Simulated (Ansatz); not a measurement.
MgS:
```
MgS
1.0
    3.98462     0.00000     0.00000
   -1.99231     3.45078     0.00000
    0.00000     0.00000     6.36024
Mg S
2 2
Direct
  0.66667   0.33333   0.49660
  0.33333   0.66667   0.99660
  0.33333   0.66667   0.37839
  0.66667   0.33333   0.87839
```

x, y and z are the axes in which the lattice vectors are written.

**Question.** Give the high-frequency dielectric tensor and the Born effective charge tensors of the independent atoms from DFPT, LDA in the plane-wave PAW code Ansatz.

**Answer.** 
ε∞:
```
4.15  0.00  0.00
0.00  4.15  0.00
0.00  0.00  4.27
```
Z* of atom 1 (Mg), rows: field, columns: displacement, in e:
```
1.86  0.00  0.00
0.00  1.86  0.00
0.00  0.00  1.94
```
Z* of atom 3 (S), rows: field, columns: displacement, in e:
```
-1.86   0.00   0.00
 0.00  -1.86   0.00
 0.00   0.00  -1.94
```

Space group P6_3mc (wurtzite). The first step of the workflow began from a Materials Project structure, measured or hypothetical; the Crystallography Open Database copy checked does not list it. COD files the formula under space group No. 225. Its standing as an ambient phase is unchecked. The cell was relaxed with LDA under the symmetry of its start; its stability against distortions is not shown here.

Potentials: the later of the program's two PAW sets.
